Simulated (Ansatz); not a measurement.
A generator proposed this cell of CaAuI3.

```xyz
10
Lattice="7.6844 0.0000 0.0000 0.0000 7.6844 0.0000 0.0000 0.0000 5.4337" Properties=species:S:1:pos:R:3 pbc="T T T"
Ca    0.0000    3.8422    2.7169
Ca    3.8422    0.0000    2.7169
Au    3.8422    3.8422    0.0000
Au    0.0000    0.0000    0.0000
I     6.0202    2.1779    0.0000
I     5.5065    6.0202    0.0000
I     3.8422    3.8422    2.7169
I     1.6643    5.5065    0.0000
I     2.1779    1.6643    0.0000
I     0.0000    0.0000    2.7169
```

These are results of Ansatz, DFT PBE, scalar-relativistic, plane waves, PAW, not measurements. Plane waves to 420 eV, a k mesh through Γ of 2×2×4 on the computed 10-atom cell and Gaussian smearing (0.10 eV); no spin polarisation.

The zero of energy is the elements' standard structures at the same level; no fitted shifts are applied.

Question: Estimate its pressure, forces and energy as it stands.

Answer: The pressure is 6.4 GPa (the mean over three directions, positive in compression), the largest force is 0.63 eV/Å, and the energy is −0.41 eV/atom against the elements. The shortest distance is 2.72 Å.

Question: Is it a good guess?

Answer: A rough one: relaxing gains about 0.25 eV/atom (the start's value is from the coarse mesh, so the gain is rough) in 17 ionic steps and ends at −0.66 eV/atom on the finer mesh. The symmetry stays P4/mbm (No. 127). The volume per atom grows by 34.0 %, from 32.1 to 43.0 Å³. The shortest distance goes from 2.72 Å (Au–I) to 2.60 Å (Au–I). The ratio c/a of the conventional cell changes by a factor of 0.81. Conventional cell: a = 9.096 Å, c = 5.197 Å. Ca is surrounded by 4 I at 3.23 Å; Au is surrounded by 2 I at 2.60 Å and 4 I at 3.47 Å; I on a site of symmetry m2m has 2 Ca at 3.23 Å, 2 Au at 3.47 Å and 1 I at 3.84 Å; 1 more site not described.

The last run used a 4×4×8 mesh (in the run's order of axes) for its 10-atom cell and Gaussian smearing of 0.10 eV. Spin–orbit coupling, which can matter for Au and I, is left out. The reference form of I is held partly by dispersion forces, which this level lacks. The relaxation can't lower the symmetry of the start, and the grade says only how near the guess is to its own end. A structure relaxed within its symmetry needn't be a true minimum.
